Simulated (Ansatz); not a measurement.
Given:

BaZrO3 (cubic perovskite)

Space group Pm-3m (No. 221); a = 4.2051 Å, b = 4.2051 Å, c = 4.2051 Å, α = 90.00°, β = 90.00°, γ = 90.00°

```csv
atom,site,symmetry,x,y,z
Ba,1a,m-3m,0.0000,0.0000,0.0000
Zr,1b,m-3m,0.5000,0.5000,0.5000
O,3c,4/mm.m,0.0000,0.5000,0.5000
```

This relaxed cell (volume V₀) is scaled evenly in all directions, its shape held. Symmetry pins the atoms to their sites.

These are r2SCAN (plane waves to 500 eV, PAW, scalar-relativistic; Ansatz, a program for electronic structure) values and carry that method's errors. k mesh 8×8×8 (Γ-centred), Fermi-Dirac smearing 0.05 eV. E stands for the smeared free energy. Stress and pressure are positive under compression. BaZrO3 is run without spin polarisation. BaZrO3 was relaxed with its symmetry unable to fall. The zero of ΔE is the relaxed starting cell.

The scan covers V/V₀ from 0.840 to 1.160 in 9 points.

What is the fitted pressure derivative B₀′?

4.4.

What bulk modulus B₀ follows from a third-order Birch-Murnaghan fit?

163 GPa.

(Under strain, the slope of the energy per volume gives the stress and its curvature an elastic modulus.)
